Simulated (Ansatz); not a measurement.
Na, DFT, PBEsol, PAW with Ansatz's default frozen-core files, scalar-relativistic (Ansatz 0.2.0), run on 1 thread of Arm Neoverse V2 on a shared host.

Structure: COD 9011000, as refined from experiment and not relaxed. The listed cell was then made from it by scaling, straining or moving an atom.

Command: `ansatz run input.yaml --threads 1 --pin off --max-ram 3072MiB --backend cpu --events-out ev --progress --plain --runs-dir out`

```yaml
crystal:
  lattice:
    - [3.7293309876, 0.0, 0.0]
    - [-1.8646654938, 3.2296953744, 0.0]
    - [0.0, 0.0, 6.154]
  atoms:
    - { symbol: Na, position: [0.3333333333, 0.6666666667, 0.25] }
    - { symbol: Na, position: [0.6666666667, 0.3333333333, 0.75] }
kpoints:
  mp_grid: { grid: [13, 13, 7] }
scf:
  occupations: { method: fermi_dirac, width: 0.05 }
hamiltonian:
  xc: pbesol
  pseudopotentials: { kind: paw }
output:
  forces: true
  stress: true
  eigenvalues: true
  efg: { contact_densities: true }
```

**Question.** How large is the problem that the program sets up?

**Answer.** 84 irreducible k-points, 1449 plane waves at Γ, 13 bands.

**Question.** About how long does it take, and how much memory does it use?

**Answer.** 3.2 s of wall time for 6 SCF iterations, with a peak of 0.35 GiB. Times on shared machines scatter by tens of per cent.

**Question.** And the same cell and mesh by crystal-made all-electron datasets, asked for forces, stress, eigenvalues, efg, on the same hardware?

**Answer.** 5.4 s, peak memory 0.32 GiB.
